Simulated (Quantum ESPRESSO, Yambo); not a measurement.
**Quasiparticle gap of NaCl at +1 % isotropic strain**

```
NaCl
1.0
    0.00000     2.82980     2.82980
    2.82980     0.00000     2.82980
    2.82980     2.82980     0.00000
Na Cl
1 1
Direct
  0.00000   0.00000   0.00000
  0.50000   0.50000   0.50000
```

The PBEsol cell relaxed from Materials Project entry mp-22862 was given an isotropic strain of +1 % on all lattice vectors, and the atoms were relaxed again.

Starting point: PBEsol (pw.x of Quantum ESPRESSO, ONCV potentials, scalar-relativistic). G0W0 in Yambo: 4×4×4 Γ-centred k mesh, bands 2 to 98 and a 10 Ry block in the screening, 98 bands in G with the Bruneval-Gonze terminator, plasmon pole fitted at 27.2 eV.

```
Quantity                                             Value
-------------------------------------------------  -------
PBEsol gap along the band path                     4.90 eV
PBEsol gap between the mesh's edge points (Γ → Γ)  4.90 eV
G0W0 gap between the same points                   8.01 eV
```

```tsv
k point	band	E PBEsol (eV)	E QP (eV)	shift (eV)	Z
Γ	VB	0.00	-2.20	-2.20	0.81
Γ	CB	4.90	5.81	0.91	0.87
L	VB	-0.26	-2.50	-2.23	0.81
L	CB	7.05	8.08	1.04	0.87
W	VB	-0.75	-3.02	-2.27	0.81
W	CB	8.68	9.96	1.28	0.86
```

Energies count from the PBEsol valence-band maximum.

Convergence of the G0W0 settings was not tested.
